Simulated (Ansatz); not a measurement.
ZnO (NiAs type, P6_3/mmc), a = b = 2.9769 Å, c = 5.1255 Å, α = β = 90.00°, γ = 120.00°.

Relaxed with r²SCAN.

Question: Which orbitals make up the states near the band edges in DFT-r²SCAN in the program Ansatz with PAW potentials?

Answer: Top 1 eV of the valence band: O 2p 78 %, Zn 3d 20 %. Bottom 1 eV of the conduction band: Zn 4s 56 %, O 2s 29 %, O 2p 14 %. Projections are on Löwdin-orthogonalised atomic valence shells; empty p or d shells of many metals are not among them.

Question: Tabulate the density of states.

Answer: States/eV per cell of 4 atoms, in 0.25 eV bins, energy from the valence-band maximum.

```
E (eV)  total  Zn 3d  O 2p  Zn 4s
------  -----  -----  ----  -----
-7.55    0.00   0.00  0.00   0.00
-7.30    0.40   0.15  0.18   0.07
-7.05    1.24   0.49  0.54   0.20
-6.80    2.35   0.99  1.00   0.33
-6.55    4.21   1.90  1.78   0.49
-6.30    5.39   3.01  2.01   0.31
-6.05    5.30   3.85  1.31   0.10
-5.80   10.68   8.53  2.02   0.06
-5.55    8.85   7.23  1.50   0.06
-5.30    6.73   5.44  1.17   0.04
-5.05    9.35   8.52  0.74   0.03
-4.80   15.87  15.36  0.43   0.02
-4.55    9.18   8.97  0.13   0.01
-4.30    0.62   0.55  0.05   0.00
-4.05    2.59   1.51  0.88   0.17
-3.80    5.94   3.15  2.21   0.43
-3.55    4.30   2.34  1.46   0.35
-3.30    2.62   1.01  1.25   0.22
-3.05    2.71   0.83  1.57   0.15
-2.80    1.84   0.47  1.19   0.08
-2.55    1.58   0.35  1.11   0.04
-2.30    1.97   0.39  1.46   0.03
-2.05    2.50   0.50  1.87   0.03
-1.80    2.55   0.45  1.98   0.02
-1.55    2.29   0.35  1.85   0.02
-1.30    2.55   0.43  2.02   0.02
-1.05    3.96   0.72  3.11   0.03
-0.80    3.49   0.70  2.68   0.04
-0.55    4.06   0.82  3.15   0.02
-0.30    2.37   0.45  1.88   0.01
-0.05    0.51   0.09  0.41   0.00
0.20     0.00   0.00  0.00   0.00
0.45     0.00   0.00  0.00   0.00
0.70     0.00   0.00  0.00   0.00
0.95     0.00   0.00  0.00   0.00
1.20     0.00   0.00  0.00   0.00
1.45     0.00   0.00  0.00   0.00
1.70     0.01   0.00  0.00   0.01
1.95     0.03   0.00  0.00   0.01
2.20     0.04   0.00  0.01   0.02
2.45     0.05   0.00  0.01   0.03
2.70     0.06   0.00  0.01   0.03
2.95     0.08   0.00  0.02   0.04
3.20     0.10   0.00  0.02   0.05
3.45     0.12   0.00  0.03   0.06
3.70     0.14   0.00  0.04   0.07
3.95     0.16   0.00  0.05   0.09
4.20     0.20   0.00  0.06   0.10
4.45     0.23   0.00  0.07   0.12
4.70     0.27   0.00  0.08   0.15
4.95     0.33   0.00  0.09   0.18
5.20     0.39   0.00  0.11   0.22
5.45     0.50   0.00  0.13   0.28
5.70     1.01   0.00  0.19   0.57
5.95     1.18   0.00  0.21   0.67
6.20     1.23   0.00  0.22   0.69
```

The start of the workflow was typed in or built on a structure type; the Crystallography Open Database copy checked does not list it. It is not the phase usual at ambient conditions (space group No. 186). Symmetry was held in the r²SCAN relaxation; whether a distortion lowers the energy is not shown.

Potentials: the later of the program's two PAW sets.
